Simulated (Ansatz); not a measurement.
## LaPb₃: stiffness from a series of strains

```yaml
crystal:
  lattice:
    - [4.90600, 0.00000, 0.00000]
    - [0.00000, 4.90600, 0.00000]
    - [0.00000, 0.00000, 4.90600]
  atoms:
    - { symbol: La, position: [0.00000, 0.00000, 0.00000] }
    - { symbol: Pb, position: [0.00000, 0.50000, 0.50000] }
    - { symbol: Pb, position: [0.50000, 0.00000, 0.50000] }
    - { symbol: Pb, position: [0.50000, 0.50000, 0.00000] }
```

Atom numbers follow the list: La1, Pb2, Pb3, Pb4.

Conventional cell: a = 4.906 Å, b = 4.906 Å, c = 4.906 Å, α = 90.00°, β = 90.00°, γ = 90.00°. La (atom 1) is surrounded by 12 Pb at 3.47 Å. Pb (atom 2) is surrounded by 4 La at 3.47 Å and 8 Pb at 3.47 Å.

The cell is COD entry 1538830, as deposited and not checked against the literature; nothing was relaxed.

No spin–orbit coupling, which matters for the heavy atoms here.

Method: DFT, PBEsol, all-electron LAPW, scalar-relativistic in Ansatz 0.2.0.

The runs use a Γ-centred 7×7×7 k mesh, Fermi–Dirac smearing of 0.05 eV, basis error target 1 meV/atom, no spin polarisation.

The strain is applied along the Cartesian axes of the cell as listed (the other components stay zero). Fractional coordinates are held (clamped ions).

σ is the change of stress from the unstrained cell, which is at -0.82 GPa; tension is positive, so slopes are stress–strain coefficients at that pressure. In a metal the k mesh adds noise.

Only quantities that a quadratic follows smoothly over the whole series are listed; rougher ones are left out.

| εzz | σzz (GPa) | σxx (GPa) |
| --- | --- | --- |
| -0.0200 | -1.81 | -0.76 |
| -0.0100 | -0.88 | -0.37 |
| 0.0000 | 0.00 | 0.00 |
| 0.0200 | 1.58 | 0.66 |

Task: Fit the series and read off the stiffness at zero strain.

Result: Least-squares fits y = p0 + p1 x + p2 x² to the rows give σzz (GPa): p1 = 84.8, p2 = -280; σxx (GPa): p1 = 35.5, p2 = -120. So C11 = 85 GPa and C12 = 36 GPa, which gives B = (C11 + 2 C12)/3 = 52 GPa.

Task: One run, at εzz = 0.0100, is withheld. Predict its row.

Result: The fits give 0.82, 0.34; the run gave 0.82, 0.34.
